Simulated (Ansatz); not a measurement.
Relaxation of Ga$_{26}$AgAs$_{27}$

All numbers below come from DFT LDA, scalar-relativistic, plane waves, PAW in Ansatz 0.2.0. (420 eV cutoff, 2×2×2 k-mesh, Gaussian smearing of 0.02 eV, collinear spin)

What was changed: Ag on a Ga site (Wyckoff letter a), charge -1, atoms relaxed at the host's cell.

The starting moments weren't kept.

In a supercell of 54 atoms the defect feels its periodic images, and the cell reads as a metal on the mesh, so a level in the gap can't be told from a carrier in the bands.

Command:

```bash
ansatz run input.yaml --threads 8 --pin off --max-ram 20480MiB --backend cpu --events-out ev --progress --plain --runs-dir out
```

Input:

```yaml
crystal:
  lattice:
    - [-8.4050723877, -8.4050723877, 0.0]
    - [0.0, -8.4050723877, 8.4050723877]
    - [-8.4050723877, 0.0, 8.4050723877]
  atoms:
    - { symbol: Ag, position: [0.6652979295, 0.0043420994, -0.0015435178], spin: 0.2 }
    - { symbol: Ga, position: [0.3344228626, -0.0003925141, -0.0009730136] }
    - { symbol: Ga, position: [9.91685e-05, -0.000413311, -0.0009557025] }
    - { symbol: Ga, position: [0.6658002062, 0.3339929412, -0.0010775634] }
    - { symbol: Ga, position: [0.3344268147, 0.3340559639, -0.0010942191] }
    - { symbol: Ga, position: [6.26812e-05, 0.3335957563, -0.000567323] }
    - { symbol: Ga, position: [0.6660451932, 0.6679750427, -0.0008911539] }
    - { symbol: Ga, position: [0.3332688001, 0.6669971837, -0.0002133427] }
    - { symbol: Ga, position: [0.0003408296, 0.6678899905, -0.0009253037] }
    - { symbol: Ga, position: [0.6657878127, -0.0005367084, 0.3334068143] }
    - { symbol: Ga, position: [0.3345637382, -0.0005081413, 0.3333350022] }
    - { symbol: Ga, position: [0.0001000184, 4.08805e-05, 0.3330046664] }
    - { symbol: Ga, position: [0.6664089501, 0.3336600395, 0.3330023851] }
    - { symbol: Ga, position: [0.3335461144, 0.3333882985, 0.3327160696] }
    - { symbol: Ga, position: [0.0001603331, 0.3335777204, 0.3330793077] }
    - { symbol: Ga, position: [0.6659304055, 0.6679724197, 0.3334936557] }
    - { symbol: Ga, position: [0.3336423778, 0.6671854622, 0.3327311001] }
    - { symbol: Ga, position: [0.9996809648, 0.6671477542, 0.3327641115] }
    - { symbol: Ga, position: [0.6659331041, -0.0003759722, 0.6673509992] }
    - { symbol: Ga, position: [0.3331852927, 0.0004015821, 0.666418581] }
    - { symbol: Ga, position: [0.0002110233, -0.0003857309, 0.6674328251] }
    - { symbol: Ga, position: [0.6658197734, 0.3342052161, 0.6673429002] }
    - { symbol: Ga, position: [0.3335659214, 0.3334008583, 0.6665751551] }
    - { symbol: Ga, position: [0.9996447048, 0.3334110908, 0.6665753639] }
    - { symbol: Ga, position: [0.6665942511, 0.6669877853, 0.6664584274] }
    - { symbol: Ga, position: [0.3332405899, 0.6670276602, 0.6664041152] }
    - { symbol: Ga, position: [-0.0003061571, 0.667170764, 0.6666439358] }
    - { symbol: As, position: [0.9166659698, 0.2502170815, 0.2496603076] }
    - { symbol: As, position: [0.5835891701, 0.2498052653, 0.2492473106] }
    - { symbol: As, position: [0.2505696133, 0.2498092538, 0.2492425964] }
    - { symbol: As, position: [0.9162539592, 0.5839737434, 0.2493675395] }
    - { symbol: As, position: [0.5836365598, 0.5840602364, 0.2493684461] }
    - { symbol: As, position: [0.2498960751, 0.5836147621, 0.2498408196] }
    - { symbol: As, position: [0.9161518949, 0.9172092341, 0.2493530887] }
    - { symbol: As, position: [0.5821060274, 0.9169253128, 0.2525657341], spin: 0.2 }
    - { symbol: As, position: [0.2505104372, 0.9172234764, 0.2493250451] }
    - { symbol: As, position: [0.9161786293, 0.2499154325, 0.5834890789] }
    - { symbol: As, position: [0.5836280967, 0.2499619529, 0.5833979759] }
    - { symbol: As, position: [0.2498807804, 0.2504669772, 0.5829671899] }
    - { symbol: As, position: [0.9166710421, 0.5836360058, 0.5829939033] }
    - { symbol: As, position: [0.5831420674, 0.5838404416, 0.5831420864] }
    - { symbol: As, position: [0.2499329039, 0.5836592147, 0.5829854882] }
    - { symbol: As, position: [0.9162732177, 0.9172365663, 0.5834167116] }
    - { symbol: As, position: [0.5830972976, 0.9169190521, 0.5831254703] }
    - { symbol: As, position: [0.2500270324, 0.9169473656, 0.5831174921] }
    - { symbol: As, position: [0.9161401452, 0.2498901672, 0.9166259068] }
    - { symbol: As, position: [0.5845924464, 0.2501378833, 0.91575616], spin: 0.2 }
    - { symbol: As, position: [0.2504622076, 0.2499312937, 0.9166269016] }
    - { symbol: As, position: [0.9163290479, 0.58400376, 0.9166493465] }
    - { symbol: As, position: [0.5831642212, 0.5837699364, 0.9163475392] }
    - { symbol: As, position: [0.2500688763, 0.5837549964, 0.9163070038] }
    - { symbol: As, position: [0.9217478726, 0.9146523526, 0.9139570771], spin: 0.2 }
    - { symbol: As, position: [0.5790818156, 0.9197500024, 0.9116124876], spin: 0.2 }
    - { symbol: As, position: [0.2499485676, 0.9169293712, 0.9163220173] }
  host:
    lattice:
      - [0.0, 2.8016907959, 2.8016907959]
      - [2.8016907959, 0.0, 2.8016907959]
      - [2.8016907959, 2.8016907959, 0.0]
    atoms:
      - { symbol: Ga, position: [0.0, 0.0, 0.0] }
      - { symbol: As, position: [0.75, 0.75, 0.75] }
total_charge: -1
basis:
  ecutwfc: 420
  xc_grid: 2
kpoints:
  mp_grid: { grid: [2, 2, 2], shift: [0.0, 0.0, 0.0] }
hamiltonian:
  xc: lda
scf:
  occupations: { method: gaussian, width: 0.02 }
output:
  forces: true
  stress: false
  eigenvalues: true
  populations: true
  charged_corrections:
    defect_position: [0.66666667, 0.0, 0.0]
    epsilon: [[15.8256, 0.0, 0.0], [0.0, 15.8256, 0.0], [0.0, 0.0, 15.8256]]
  write_density: true
  write_potential: true
  elf: true
  volumetric_format: npy
magnetization:
  spin_polarized: true
relax:
  adjacent_minimum: "off"
  f_tol: 0.025
  max_steps: 45
```

F is the free energy.

Steps:

| step | F − F(1) (eV) | largest force component (eV/Å) |
| --- | --- | --- |
| 1 | 0.0000 | 0.623 |
| 2 | -0.0755 | 0.108 |
| 3 | -0.0788 | 0.018 |
| 4 | -0.0788 | 0.018 |

Relaxed structure:

```
CELL_PARAMETERS angstrom
-8.40507 -8.40507 0.00000
0.00000 -8.40507 8.40507
-8.40507 0.00000 8.40507
ATOMIC_POSITIONS crystal
Ag 0.66622 0.00143 0.99932
Ga 0.33642 0.99842 0.99769
Ga 0.00050 0.99844 0.99778
Ga 0.66446 0.33494 0.99753
Ga 0.33604 0.33492 0.99752
Ga 0.00026 0.33368 0.99879
Ga 0.66506 0.66972 0.99797
Ga 0.33346 0.66760 0.99882
Ga 0.00096 0.66957 0.99793
Ga 0.66458 0.99825 0.33386
Ga 0.33655 0.99825 0.33377
Ga 0.00028 0.99953 0.33306
Ga 0.66589 0.33378 0.33305
Ga 0.33391 0.33305 0.33232
Ga 0.00050 0.33355 0.33323
Ga 0.66488 0.66957 0.33411
Ga 0.33381 0.66762 0.33239
Ga 0.99942 0.66755 0.33241
Ga 0.66477 0.99849 0.66916
Ga 0.33347 0.99953 0.66668
Ga 0.00061 0.99848 0.66932
Ga 0.66452 0.33517 0.66874
Ga 0.33391 0.33311 0.66680
Ga 0.99934 0.33307 0.66683
Ga 0.66573 0.66756 0.66661
Ga 0.33335 0.66763 0.66652
Ga 0.99941 0.66764 0.66674
As 0.91667 0.25028 0.24953
As 0.58408 0.24945 0.24863
As 0.25104 0.24938 0.24866
As 0.91602 0.58408 0.24902
As 0.58409 0.58432 0.24899
As 0.25001 0.58367 0.24956
As 0.91575 0.91774 0.24886
As 0.58275 0.91554 0.25229
As 0.25081 0.91779 0.24881
As 0.91572 0.24957 0.58376
As 0.58410 0.24966 0.58355
As 0.24994 0.25032 0.58294
As 0.91648 0.58369 0.58303
As 0.58335 0.58379 0.58276
As 0.25000 0.58375 0.58299
As 0.91590 0.91782 0.58357
As 0.58343 0.91748 0.58264
As 0.24955 0.91752 0.58265
As 0.91561 0.24955 0.91701
As 0.58210 0.25397 0.91469
As 0.25078 0.24957 0.91699
As 0.91608 0.58422 0.91701
As 0.58343 0.58378 0.91658
As 0.24976 0.58362 0.91650
As 0.91940 0.91560 0.91547
As 0.58262 0.91588 0.91523
As 0.24943 0.91749 0.91662
```

The run converged. It took 7 min on 8 threads of AMD EPYC 9R45 96-Core Processor (Zen 5), on a shared host, peak memory 15 GiB.